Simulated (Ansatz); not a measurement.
# Hf2Cu (I4/mmm): electronic heat capacity and spin susceptibility from the density of states

All numbers below come from DFT r2SCAN, scalar-relativistic, plane waves, PAW (Ansatz).

Settings: cutoff 500 eV, Γ-centred mesh 18×18×18 on the computed 3-atom cell, Gaussian smearing of 0.10 eV; no spin polarisation.

Relaxed cell: I4/mmm, a = 3.158 Å, b = 3.158 Å, c = 11.143 Å, α = 90.00°, β = 90.00°, γ = 90.00°, 3 atoms in the primitive cell. Whether it is the stable form of this composition wasn't checked.

The density of states at the Fermi level is 1.398 states/eV in the cell of 3 atoms (1 formula unit; both spins, tetrahedra on a 27×27×27 mesh). Averaged over bins of 0.1 eV the density runs from 1.1 to 1.6 states/eV within 0.2 eV of the Fermi level, so the figure hangs on the exact place of that level.

What Sommerfeld coefficient and Pauli susceptibility does this give?

Per formula unit N(E_F) = 1.398 states/eV. γ = (π²/3) k_B² N(E_F) N_A = 2.357 mJ/(mol K²) per state/eV, so γ = 3.3 mJ/(mol K²), a mole of formula units. χ_P = μ_B² N(E_F) N_A = 3.23×10⁻⁵ emu/mol per state/eV gives 4.5×10⁻⁵ emu/mol. This is the bare band result: a measured γ of the same phase is as a rule larger by a factor 1 + λ from phonons and spin fluctuations, the spin part of χ is larger by the Stoner factor, and a measured χ also holds orbital and core terms. N(E_F) at one energy is sensitive to the mesh where the density of states has sharp peaks.

Spin-orbit coupling is left out, which matters for the bands of heavy elements.

Cost: 1 run of about 10 core-minutes, on Arm Neoverse V1 (shared hosts).